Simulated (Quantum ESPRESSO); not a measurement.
## Kohn-Sham bands of MgSe (rock salt)

```xyz
2
Lattice="0.0000 2.7337 2.7337 2.7337 0.0000 2.7337 2.7337 2.7337 0.0000" Properties=species:S:1:pos:R:3 pbc="T T T"
Mg     0.0000     0.0000     0.0000
Se     2.7337     2.7337     2.7337
```

Materials Project entry mp-10760; symmetrised, unrelaxed at this level. COD (Crystallography Open Database) has an entry of this formula and space group (matched by these alone). Computed values, not measurements, from PBEsol: Quantum ESPRESSO (norm-conserving PseudoDojo potentials, cutoff 69 Ry, no spin polarisation, no spin-orbit coupling) on a Γ-centred 10×10×10 mesh, then Wannier90. Density: 10×10×10 mesh, cold smearing 0.01 Ry. Spin-orbit coupling, left out, would split the p-like bands by a few tenths of an eV.

Energies are relative to the valence-band maximum; weights are on the orthonormalised atomic waves of the pseudopotential files, averaged over the group. 26 electrons a cell are treated as valence.

```json
[
 {"bands": "1", "from (eV)": "-75.07", "to (eV)": "-75.07", "filling": "filled", "weight on atomic waves": "…"},
 {"bands": "2–6", "from (eV)": "-46.33", "to (eV)": "-46.32", "filling": "filled", "weight on atomic waves": "…"},
 {"bands": "7–9", "from (eV)": "-41.99", "to (eV)": "-41.99", "filling": "filled", "weight on atomic waves": "…"},
 {"bands": "10", "from (eV)": "-12.92", "to (eV)": "-11.47", "filling": "filled", "weight on atomic waves": "…"},
 {"bands": "11–13", "from (eV)": "-4.93", "to (eV)": "0.00", "filling": "filled", "weight on atomic waves": "…"}
]
```

Task: Which atomic shells make up each group?

Result: 
- 1, weight on atomic waves: Mg 2s 100 %
- 2–6, weight on atomic waves: Se 3d 100 %
- 7–9, weight on atomic waves: Mg 2p 100 %
- 10, weight on atomic waves: Se 4s 89 %, Mg 3s 10 %
- 11–13, weight on atomic waves: Se 4p 89 %, Mg 3s 7 %

The Kohn-Sham gap over both meshes and the path is 1.76 eV.
